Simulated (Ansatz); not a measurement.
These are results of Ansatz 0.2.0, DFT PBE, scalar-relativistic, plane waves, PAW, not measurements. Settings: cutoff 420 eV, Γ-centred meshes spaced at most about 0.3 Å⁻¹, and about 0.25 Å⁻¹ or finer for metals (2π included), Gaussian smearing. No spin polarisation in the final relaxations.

All energies are static (0 K, no zero-point motion).

Two forms of ScW3 were relaxed alike.

A. Space group Pm-3m (No. 221), cubic, a = 4.111 Å. Sc has 12 W at 2.91 Å; around W lie 4 Sc at 2.91 Å and 8 W at 2.91 Å.

B. Space group Fm-3m (No. 225), cubic, a = 6.456 Å. Sc has 8 W at 2.80 Å and 6 W at 3.23 Å; W on a site of symmetry -43m has 4 Sc at 2.80 Å, 4 W at 2.80 Å and 6 W at 3.23 Å; W on a site of symmetry m-3m is surrounded by 8 W at 2.80 Å and 6 Sc at 3.23 Å.

Problem. Which form is favoured at zero pressure, and by what margin per atom?

Solution. B is lower, by 0.35 eV/atom. A has the Cu3Au (L1_2) type, space group Pm-3m (No. 221), 17.4 Å³/atom and no gap on its mesh; B has the BiF3 (D0_3) type, space group Fm-3m (No. 225), 16.8 Å³/atom and no gap. Counting all near atoms (those within 1.25 times the shortest distance at each site; a plus sign parts nearer from farther groups), A has Sc 12, W 12 and B has Sc 8+6, W 8+6. The denser one is the lower, and pressure would at first widen the difference. Even the lower one lies +0.22 eV/atom against the reference forms of the elements (uncorrected), so neither is stable at this level. Both come from invented guesses.

These runs have no spin–orbit coupling, which can matter for W. Cells relaxed within their symmetry can be saddle points.
